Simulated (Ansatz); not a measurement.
TaSb$_{2}$:
```
TaSb2
1.0
    5.11306     1.81644     0.00000
   -5.11306     1.81644     0.00000
   -4.19141     0.00000     7.14227
Ta Sb
2 4
Direct
  0.84934   0.15066   0.81173
  0.15066   0.84934   0.18827
  0.14795   0.85205   0.53449
  0.85205   0.14795   0.46551
  0.40516   0.59484   0.11369
  0.59484   0.40516   0.88631
```

Relaxed with PBEsol. Special points in fractions of this cell's reciprocal vectors: Γ (0.000, 0.000, 0.000); C (0.292, 0.292, 0.000); C2 (-0.292, 0.708, 0.000); Y2 (-0.500, 0.500, 0.000); M2 (-0.500, 0.500, 0.500); D (-0.266, 0.734, 0.500); D2 (0.266, 0.266, 0.500); A (0.000, 0.000, 0.500); L2 (0.000, 0.500, 0.500); V2 (0.000, 0.500, 0.000).

Question: List the band energies nearest the Fermi level at these points for PBEsol in the plane-wave PAW code Ansatz.

Answer: In eV from the Fermi level; about four levels below and three above (degenerate sets whole), none deeper than 8.9 eV; points with the same levels are listed once.

| k | below | above |
|---|---|---|
| Γ | -1.64 -1.05 -0.90 -0.57 | 0.63 1.42 2.20 |
| C | -2.30 -1.63 -1.40 -1.19 | 0.54 0.88 1.47 |
| Y2 | -1.85 -0.95 -0.83 -0.35 | 0.07 0.48 0.59 |
| M2 | -1.56 -1.15 -0.59 -0.58 | 0.04 0.35 0.95 |
| D | -2.44 -1.96 -1.83 -0.62 | 0.96 1.16 1.55 |
| A | -1.73 -1.30 -1.07 -0.27 | 0.18 1.73 1.85 |
| L2 | -2.30 -1.79 -1.41 -0.69 | 0.34 1.17 1.38 |
| V2 | -1.93 -1.73 -1.53 -1.09 | 1.26 1.61 2.09 |

Space group C2/m. The workflow started from a Materials Project entry (that database holds measured and hypothetical structures alike); the Crystallography Open Database copy checked does not list it. Its standing as an ambient phase is unchecked. Symmetry was held in the PBEsol relaxation; whether a distortion lowers the energy is not shown. The run is not spin-polarised. Scalar-relativistic: spin–orbit coupling is off unless named, which matters more the heavier the elements.

Potentials: the later of the program's two PAW sets.
